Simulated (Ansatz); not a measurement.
HgI$_{2}$ in space group Cmc2_1 (No. 36; Hg on 4a, I on 4a, I on 4a), DFT-r²SCAN+D4 in the program Ansatz with PAW potentials. The conduction-band minimum lies at Y, with 1 equivalent valley. Second derivatives d²E/dk² of the lowest band at one valley (eV·Å²), along Cartesian directions:

| direction | d²E/dk² |
|---|---|
| [100] | 6.440 |
| [010] | 7.642 |
| [001] | 14.22 |
| [110] | 7.039 |
| [101] | 10.34 |
| [011] | 10.93 |

Task: Find the principal effective masses, the density-of-states mass and the conductivity mass.

Result: Off-diagonal terms follow from H_xy = H[110] − (H_xx + H_yy)/2, and m*/mₑ = 7.620 eV·Å² over each eigenvalue: 0.54, 1.00, 1.2. One valley's DOS mass (m₁m₂m₃)^(1/3) = 0.86, conductivity mass 3/(Σ 1/mᵢ) = 0.81 mₑ.

Task: What effective density of states Nc follows at 300 K for parabolic valleys?

Result: Nc = 2.509e19 × 1 × (0.86)^(3/2) ≈ 2.0e19 cm⁻³.

The first step of the workflow began from a Materials Project structure, measured or hypothetical; the Crystallography Open Database files this formula in space group No. 36, but the cells were not matched. Its standing as an ambient phase is unchecked. Symmetry was held in the r²SCAN+D4 relaxation; its stability against distortions is not shown here. Scalar-relativistic: spin–orbit coupling is off unless named, which matters more the heavier the elements.

Potentials: the later of the program's two PAW sets.

Edges and masses are those of Kohn–Sham bands, whose gap is no quasiparticle gap.
